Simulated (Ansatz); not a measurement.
¹⁷O NMR of the central transition in V2O5

Cell: a Materials Project structure (computed, not necessarily an observed phase).

Space group P2_1/m (No. 11); a = 6.2873, b = 3.5539, c = 7.2174 Å, β = 90.14°.

```csv
site,Wyckoff,site symmetry,x,y,z
V1,2e,m,0.7418,0.2500,0.7245
V3,2e,m,0.1949,0.2500,0.9028
O5,2e,m,0.7403,0.7500,0.8087
O7,2e,m,0.0374,0.2500,0.7052
O9,2e,m,0.4409,0.2500,0.8262
O11,2e,m,0.1457,0.7500,0.9689
O12,2e,m,0.6799,0.2500,0.5118
```

One atom of each set is listed.

All values are calculated (Ansatz; DFT, PBE, plane waves and PAW (field gradients read without the response of the frozen cores, which leaves them typically 4 to 6 % off), scalar-relativistic, 420 eV cutoff, Γ-centred 4×6×3 k-points, Fermi–Dirac smearing 0.02 eV), not measured.

¹⁷O has I = 5/2 and Q = -25.58 mb (Pyykkö 2018); at 23.5 T its Larmor frequency is ν₀ = 135.7 MHz. Only the quadrupole interaction is simulated: positions count from each site's isotropic chemical shift, and J coupling is left out, as are shift anisotropy and dipolar coupling, which fast spinning averages.

(1) Give C_Q, η, the quadrupolar product P_Q = |C_Q|(1 + η²/3)^½, the second-order isotropic shift and the breadth of the pattern (fast magic-angle spinning) for each O site.

Results:

(1) 

| site | first shell | C_Q (MHz) | η | P_Q (MHz) | δ_QIS (ppm) | breadth (kHz) |
| --- | --- | --- | --- | --- | --- | --- |
| O5 | 3 V at 1.88–2.12 Å | -1.90 | 0.78 | 2.08 | -1.41 | 0.436 |
| O7 | 2 V at 1.73–1.86 Å, angle 120° | 1.83 | 0.28 | 1.85 | -1.12 | 0.348 |
| O9 | 2 V at 1.64–2.03 Å, angle 178° | 1.46 | 0.77 | 1.59 | -0.828 | 0.256 |
| O11 | 4 V at 1.87–2.34 Å | -3.31 | 0.24 | 3.34 | -3.64 | 1.12 |
| O12 | 1 V at 1.58 Å | 2.05 | 0.35 | 2.09 | -1.42 | 0.446 |

δ_QIS = −(ν_Q²/30ν₀²)[I(I+1) − 3/4](1 + η²/3) × 10⁶ ppm with ν_Q = 3|C_Q|/[2I(2I−1)]; it falls as 1/B₀² in ppm, and the breadth as 1/B₀ in kHz.

At O7 V_zz points along the bisector of its two bonds (within 4°). At O12 V_zz points along its bond to V (within 1°).

The largest force is 0.6 eV/Å, so the atoms aren't at the calculated equilibrium and relaxing them would move these values.
